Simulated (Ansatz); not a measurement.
BP:
```
BP
1.0
    3.24704     0.00000     0.00000
   -1.62352     2.81202     0.00000
    0.00000     0.00000     6.92394
B P
3 3
Cartesian
  1.62352   0.00000   3.46197
 -0.81176   1.40601   1.15399
  0.81176   1.40601   5.76995
  1.62352   0.00000   0.00000
 -0.81176   1.40601   4.61596
  0.81176   1.40601   2.30798
```

Relaxed with PBE+D3(BJ). Special points in fractions of this cell's reciprocal vectors: Γ (0.000, 0.000, 0.000); M (0.500, 0.000, 0.000); K (0.333, 0.333, 0.000); A (0.000, 0.000, 0.500); L (0.500, 0.000, 0.500); H (0.333, 0.333, 0.500).

List the band energies nearest the Fermi level at these points for PBE+D3(BJ) in the plane-wave PAW code Ansatz.

In eV from the Fermi level; about four levels below and three above (degenerate sets whole), none deeper than 8.9 eV; points with the same levels are listed once.

```json
[
 {"k": "Γ", "below": "-2.37 -2.37 -1.22 -1.22 -0.86", "above": "0.08 2.47 2.47"},
 {"k": "M", "below": "-4.09 -3.32 -2.82 -2.53", "above": "0.02 0.67 1.12"},
 {"k": "K", "below": "-6.04 -6.04 -3.49 -2.53 -2.53", "above": "1.56 2.74 2.74"},
 {"k": "A", "below": "-1.32 -1.10 -1.10 -0.68", "above": "2.17 2.42 2.83"},
 {"k": "L", "below": "-4.03 -3.96 -3.26 -3.13", "above": "1.96 2.27 2.50"},
 {"k": "H", "below": "-5.98 -5.98 -3.27 -2.92", "above": "3.09 4.39 4.56 4.56"}
]
```

Space group P6_222. The start of the workflow was typed in or built on a structure type; neither database checked (COD, Materials Project) lists it. It is not the phase usual at ambient conditions (space group No. 216). The cell was relaxed with PBE+D3(BJ) under the symmetry of its start; its stability against distortions is not shown here. The Fermi level of a semimetal is unsure by some 0.05 eV on such meshes.

Potentials: the later of the program's two PAW sets.
